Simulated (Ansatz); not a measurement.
InGaP2 in space group R3m (No. 160; In on 3a, Ga on 3a, P on 3a, P on 3a), the program Ansatz at the PBE level (PAW), all energies at zero smearing, with the estimated change up to a 700 eV cutoff added, with one set of potentials and settings (totals compare only within such a set). Cell of 4 atoms (1 In, 1 Ga, 2 P): -10893.425 eV.

| element | reference phase | E (eV/atom) |
|---|---|---|
| In | I4/mmm, 1 atoms in the cell | -5597.8481 |
| Ga | Cmce, 4 atoms in the cell | -3783.0209 |
| P | Cmce, 4 atoms in the cell | -755.6743 |

Formation energy per atom, worked out: (-10893.425 − 1×(-5597.8481) − 1×(-3783.0209) − 2×(-755.6743))/4 = -0.302 eV/atom (-29 kJ per mol of atoms), at 0 K, without zero-point energy or fitted corrections.

The first step of the workflow began from a Materials Project structure, measured or hypothetical; the Crystallography Open Database copy checked does not list it. With In and Ga taken as one species the cell has the higher symmetry F-43m, so it may be an ordered model of a mixed-site phase. Its standing as an ambient phase is unchecked. The PBE relaxation kept the symmetry of its start; of distortions, only those at the zone centre were tested. The references are the lowest solids computed at this level, not always the standard phases. Spin–orbit coupling is left out wherever it is not named.

Potentials: the later of the program's two PAW sets.
